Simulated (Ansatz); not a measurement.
Start of a relaxation of Ta4O:

```cif
data_structure
_symmetry_space_group_name_H-M 'R3m:H'
_symmetry_Int_Tables_number 160
_cell_length_a 5.4639
_cell_length_b 5.4639
_cell_length_c 8.4751
_cell_angle_alpha 90.000
_cell_angle_beta 90.000
_cell_angle_gamma 120.000
_cell_volume 219.12
loop_
_atom_site_label
_atom_site_type_symbol
_atom_site_symmetry_multiplicity
_atom_site_Wyckoff_symbol
_atom_site_fract_x
_atom_site_fract_y
_atom_site_fract_z
_atom_site_occupancy
Ta1 Ta 9 b 0.15281 0.84719 0.17663 1
Ta2 Ta 3 a 0.33333 0.66667 0.32767 1
O1 O 3 a 0.33333 0.66667 0.80427 1
```

The calculation used Ansatz, DFT PBE, scalar-relativistic, plane waves, PAW. Cutoff 420 eV, Gaussian smearing, Γ-centred meshes. Cell and atoms relax first on a coarse mesh and then on a finer one. In between, the cell is made exact in the group found at 0.06 Å. In metals the finer mesh still leaves noise of several meV/atom or more. The steps can't lower the symmetry of their start. No spin polarisation in the relaxation; trial moments died out in a coarse test.

A guess keeps its type if space group and coordination stay and the shape of the cell changes little (axis ratios within about 15 %, angles within 6°); the volume may change.

**Question.** Does this structure survive the relaxation?

**Answer.** It doesn't keep its type. The symmetry goes from R3m (No. 160) to P-43m (No. 215). The volume per atom grows by 16.2 %, from 14.6 to 17.0 Å³. The shortest distance goes from 1.48 Å (Ta–O) to 2.01 Å (Ta–O). Counting neighbours within 15 % of an atom's shortest distance, the start has O 3, Ta 1/3 and the end O 4, Ta 1. In detail, at the end around Ta lie 1 O at 2.01 Å and 12 Ta at 2.94–3.28 Å; O has 4 Ta at 2.01 Å.

```
Ta O
1.0
     4.39405    0.00000    0.00000
     0.00000    4.39405    0.00000
     0.00000    0.00000    4.39405
Ta O
4 1
Direct
  0.26374 0.73626 0.26374
  0.73626 0.26374 0.26374
  0.73626 0.73626 0.73626
  0.26374 0.26374 0.73626
  0.00000 0.00000 0.00000
```

Formation energies are uncorrected and refer to the elements' standard structures at the same level (O₂ as a molecule).

**Question.** At what energy does it end?

**Answer.** −0.49 eV/atom.

The last run used an 8×8×8 mesh for its 5-atom cell and Gaussian smearing of 0.10 eV. These runs have no spin–orbit coupling, which can matter for Ta. A structure relaxed within its symmetry needn't be a true minimum. Another cell of Ta4O relaxed alike, in C2/m, lies 202 meV/atom lower, so this cell isn't the stable form at this level.

In counts of neighbours, a slash parts the counts of unlike sites.
